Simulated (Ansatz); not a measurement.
Relaxed MoTe2 (2H-MoS2 type, space group P6_3/mmc):

```
MoTe2
1.0
    3.54214     0.00000     0.00000
   -1.77107     3.06758     0.00000
    0.00000     0.00000    14.18192
Mo Te
2 4
Cartesian
  0.00000   2.04505  10.63644
  1.77107   1.02253   3.54548
  0.00000   2.04505   1.75102
  1.77107   1.02253   8.84198
  1.77107   1.02253  12.43090
  0.00000   2.04505   5.33994
```

In this cell atom 5 (Te, nearest neighbour Mo at 2.721 Å; its periodic images, 3.5 Å or more away, move with it) is moved by s along Cartesian [111], unit vector (0.577, 0.577, 0.577); all other atoms and the cell stay fixed.

Calculation: r2SCAN+rVV10 (plane waves to 500 eV, PAW, scalar-relativistic; Ansatz, a program for electronic structure). k mesh 9×9×2 (Γ-centred), Fermi-Dirac smearing 0.05 eV. Energies are smeared free energies. Left out: 1 of 11 points, with atoms too close for the PAW data. As the smearing reaches across the gap at some points, energies and forces of such displacements shift with the k mesh and the smearing. MoTe2 is run without spin polarisation. MoTe2 was relaxed with its symmetry unable to fall. Spin-orbit coupling is left out, though Te is heavy. ΔE is measured from the undisplaced structure. The last digit holds for this mesh only.

```
s (Å)   ΔE (meV/cell)
------  -------------
-0.656         2929.3
-0.492         1523.7
-0.328          611.2
-0.164       withheld
0.000             0.0
0.164           105.4
0.328           366.8
0.492           713.9
0.656          1091.3
0.820          1457.5
```

### Question
Fit a polynomial form (powers 2, 3, 4) to the given rows and predict ΔE at s = -0.164.

### Answer
Least squares on the 9 given rows: ΔE = (4450)·s² + (-3262)·s³ + (569.8)·s⁴, in meV/cell with s in Å; root-mean-square residual 10.83 meV/cell. At -0.164 the fit gives 134.5 meV/cell; the calculation gives 136.2 meV/cell, so the interpolation is off by -1.7 (-1.2 %). The quadratic term alone would give 119.7 meV/cell.

(For displaced atoms, the force is minus the slope of the energy, and its curvature is a force constant, which sets phonon frequencies.)
